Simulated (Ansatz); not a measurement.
**CdIn: strain energy, fitted**

CdIn, P-6m2, a = 3.129 Å, c = 5.799 Å. The structure is a Materials Project entry; whether it is the stable form wasn't checked. Ansatz: r2SCAN, PAW, 500 eV, Γ-centred 15×15×8 mesh on 2 atoms, Gaussian smearing 0.10 eV; no spin polarisation. Series: uniaxial strain along c, with a, b and atoms relaxed; x is the strain in per cent. y is the free energy over the unstrained cell, V0 = 24.584 Å³/atom.

| x (%) | y (meV/atom) |
| --- | --- |
| -3.0 | ? |
| -1.5 | 0.89 |
| 0.0 | 0.00 |
| 1.5 | 1.02 |
| 3.0 | 4.20 |

**Question.** Fit y = c2 x² + c3 x³ to the other rows, turn c2 into a modulus, and predict the missing energy.

**Answer.** Least squares on the rows shown. y = 0.4214 x² + 0.01521 x³. In eV per unit strain² c2 is 4.214; this is Young's modulus along the axis (E = ½ Y V0 ε²): 2 × 4.214 × 160.2 / (24.584) = 55 GPa. At x = -3.0 the fit asked for gives 3.38 meV/atom. The run gave 2.16 meV/atom, so the fit is 1.22 meV/atom too high, 29 % of the span of the series, against an rms of 0.01 meV/atom on the fitted rows. The row lies outside the fitted range. With a term in x⁴ added, a fit to the same known rows (none to spare) predicts 3.16 meV/atom, no real gain.

2 further runs of this set didn't finish or converge.